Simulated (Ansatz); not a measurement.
Input:

TiSe₂ (CdI2 type)

```xyz
3
Lattice="3.4810 0.0000 0.0000 -1.7405 3.0147 0.0000 0.0000 0.0000 5.8719" Properties=species:S:1:pos:R:3 pbc="T T T"
Ti     0.0000     0.0000     0.0000
Se     1.7405     1.0049     1.5540
Se     0.0000     2.0098     4.3179
```

Equation-of-state scan: isotropic scaling of the cell above, V₀ being its volume. The atoms relax within the cell's symmetry.

All values below come from PBE-D3(BJ) (plane waves to 420 eV, PAW, scalar-relativistic; Ansatz, a quantum-chemistry and plane-wave program). k mesh 15×15×8 (Γ-centred), Fermi-Dirac smearing 0.05 eV. The energy includes the smearing's −TS. Stress and pressure are positive under compression. With the shape held, the modulus is that of even scaling; a crystal free to change shape is softer. TiSe2 is run without spin polarisation. TiSe2 was relaxed with its symmetry unable to fall. ΔE is measured from the relaxed starting cell.

The scan covers V/V₀ from 0.840 to 1.160 in 9 points.

What is ΔE at V/V₀ = 1.160?

56 meV/atom.

What pressure does the cell carry at V/V₀ = 0.840?

12.8 GPa.

What is ΔE at V/V₀ = 0.840?

109 meV/atom.

(Under strain, the slope of the energy per volume gives the stress and its curvature an elastic modulus.)
